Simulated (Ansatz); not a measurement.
Ti:
```
Ti
1.0
   -2.49253     2.49253     1.40481
    2.49253    -2.49253     1.40481
    2.49253     2.49253    -1.40481
Ti
2
Direct
  0.75000   0.25000   0.50000
  0.00000   0.00000   0.00000
```

Relaxed with PBE. Special points in fractions of this cell's reciprocal vectors: Γ (0.000, 0.000, 0.000); X (0.000, 0.000, 0.500); M (-0.500, 0.500, 0.500); Z (0.329, 0.329, -0.329); Z0 (-0.329, 0.671, 0.329); P (0.250, 0.250, 0.250); N (0.000, 0.500, 0.000).

Question: List the band energies nearest the Fermi level at these points for PBE in the plane-wave PAW code Ansatz.

Answer: In eV from the Fermi level; about four levels below and three above (degenerate sets whole), none deeper than 8.9 eV; points with the same levels are listed once.

```json
[
 {"k": "Γ", "below": "-5.72 -2.55 -0.83 -0.40", "above": "0.31 2.48 2.48"},
 {"k": "X", "below": "-2.87 -2.87 -0.36 -0.36", "above": "0.59 0.59 2.04 2.04"},
 {"k": "M", "below": "-1.93 -1.93", "above": "0.22 0.22 0.33 0.33"},
 {"k": "Z", "below": "-1.35 -1.35 -0.62 -0.43", "above": "0.53 1.05 1.91 1.91"},
 {"k": "P", "below": "-1.72 -1.72 -1.23 -1.23", "above": "1.14 1.14 2.90 2.90"},
 {"k": "N", "below": "-2.16 -1.89 -0.91 -0.13", "above": "0.92 1.34 1.49"}
]
```

Space group I4_1/amd (β-Sn type). The cell is a constructed one: a structure type filled with these elements; neither database checked (COD, Materials Project) lists it. It is not the phase usual at ambient conditions (space group No. 194). The cell was relaxed with PBE under the symmetry of its start. At this level the phase is dynamically unstable (imaginary phonons). The run is not spin-polarised.

Potentials: the later of the program's two PAW sets.
